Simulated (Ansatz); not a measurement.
input.yaml

```yaml
crystal:
  lattice:
    - [2.7083818992, 0.0, 0.0]
    - [-1.3541909496, 2.3455275278, 0.0]
    - [0.0, 0.0, 23.845538242]
  atoms:
    - { symbol: Ir, position: [0.6666666667, 0.3333333333, 0.3145242487] }
    - { symbol: Ir, position: [0.3333333333, 0.6666666667, 0.4072621243] }
    - { symbol: Ir, position: [0.0, 0.0, 0.5] }
    - { symbol: Ir, position: [0.6666666667, 0.3333333333, 0.5927378757] }
    - { symbol: Ir, position: [0.3333333333, 0.6666666667, 0.6854757513] }
basis:
  ecutwfc: 420
kpoints:
  mp_grid: { grid: [15, 15, 1] }
hamiltonian:
  xc: pbesol
scf:
  occupations: { method: gaussian, width: 0.1 }
  max_iter: 5
output:
  forces: true
  stress: true
  eigenvalues: true
efield:
  axis: 3
  dipole_correction: true
  ramp_width: 0.04
```

Launched with
```bash
ansatz run input.yaml --threads 1 --pin off --max-ram 2560MiB --backend cpu --events-out ev --progress --plain --runs-dir out
```

The calculation used DFT PBEsol, scalar-relativistic, plane waves, PAW (Ansatz 0.2.0).

Part of what the program printed, abridged:

```
Pseudopotentials: kind: paw
Pseudopotential: Ir, paw, valence charge 17, recommended cutoff 420 eV (normal)
Functional definition: PBEsol
Crystal: 5 atoms, lattice volume = 151.481 Å³
Basis set: ecut = 420 eV, 2989 PW (Γ), exchange–correlation on 40×40×320 points (8 copies of the dense FFT grid, shifted against one another)
Bands: 51, of which v1, the nominal top of the filled ones, is band 43 counted from 1 (42 counted from 0)
Symmetry: 6 space group operations
k-points: 27 of 225 (time reversal used)
Initial density: superposition of atomic densities (neutral atoms: chi_scale 0, normalization atom), corrected by the library's trained network
Initial wavefunctions: pseudopotential atomic-orbital guess
Functional: x = pbesol(κ = 0.804, μ = 0.12345679), c = pbesol(β = 0.046)
SCF iter   1: F=—  HF=-58993.078741 eV  |F-HF|=—  |Δ(HF+E_count)|=         —  Δρ=1.00e-2  dr2=1.41e0  ethr=1.77e-3  p=0.000 e·Å  D=1.69e-13 V/Å  ΔV_dip= 0.00 eV  dr2_dipole=7.11e-8  V_vac-E_F(+/−)=5.32/5.32 eV  ⟨swp⟩=8.3  Hψ=6275  notcnv=0  defer=4
efield: sawtooth ramp at fractional position 0.9800 (placed from the atoms, in the widest stretch of the axis that holds none; the zero of the levels goes with the place), width 0.0400; the density the first Hamiltonian is built on has a dipole p = 0.000 e·Å; the dipole correction subtracts the counter field D = 1.69e-13 V/Å, which shifts the + side's vacuum level by  0.00 eV against the − side's; the planar-averaged density in the ramp window peaks in size at 5.4e-5 e/Å³
SCF iter   2: F=—  HF=-58993.067099 eV  |F-HF|=—  |Δ(HF+E_count)|=   1.16e-2  Δρ=7.47e-3  dr2=4.29e-1  ethr=1.66e-3  p= 0.000 e·Å  D=-3.01e-5 V/Å  ΔV_dip=0.00 eV  dr2_dipole=3.60e-7  V_vac-E_F(+/−)=5.61/5.60 eV  ⟨swp⟩=2.0  Hψ=1748  notcnv=0  defer=31
SCF iter   3: F=—  HF=-58993.047870 eV  |F-HF|=—  |Δ(HF+E_count)|=   1.92e-2  Δρ=1.34e-3  dr2=1.31e-2  ethr=5.05e-4  p= 0.000 e·Å  D=-3.14e-6 V/Å  ΔV_dip=0.00 eV  dr2_dipole=1.16e-7  V_vac-E_F(+/−)=5.64/5.64 eV  ⟨swp⟩=8.8  Hψ=9726  notcnv=0
SCF iter   4: F=—  HF=-58993.047568 eV  |F-HF|=—  |Δ(HF+E_count)|=   3.02e-4  Δρ=3.35e-4  dr2=7.44e-4  ethr=1.54e-5  p= 0.000 e·Å  D=-3.37e-6 V/Å  ΔV_dip=0.00 eV  dr2_dipole=1.77e-9  V_vac-E_F(+/−)=5.64/5.64 eV  ⟨swp⟩=6.2  Hψ=7764  notcnv=0
SCF iter   5: F=—  HF=-58993.047499 eV  |F-HF|=—  |Δ(HF+E_count)|=   6.86e-5  Δρ=1.15e-4  dr2=2.37e-5  ethr=8.76e-7  p= 0.000 e·Å  D=-8.89e-7 V/Å  ΔV_dip=0.00 eV  dr2_dipole=9.09e-16  V_vac-E_F(+/−)=5.66/5.66 eV  ⟨swp⟩=5.3  Hψ=6610  notcnv=0
Error: did not converge after 5 iterations: dr2 = 2.37e-5 (threshold 1.00e-7), under the density mixer `msr1`, which `scf.mixing.algorithm: auto` chose by the deck's other keys (type `scf.mixing.algorithm: msr1` to keep it); raise `scf.max_iter`, which need not help a stalled SCF, or adjust the mixing (`scf.mixing`) or, under a smearing, its width (`scf.occupations.width`, in either direction: another width is another result); this SCF holds its density and magnetisation to the symmetry operations that it keeps, and cannot end on a state that breaks one of them: if the state sought breaks one, re-run with `crystal.symmetry.detect: false`, without `crystal.symmetry.time_reversal: true`, on a  ...
```

The run did not converge.

Time: 25 s on 1 thread of Arm Neoverse V1, with other jobs on the host, peak memory 0.39 GiB.

Spin–orbit coupling is left out, which can shift energies with elements as heavy as these.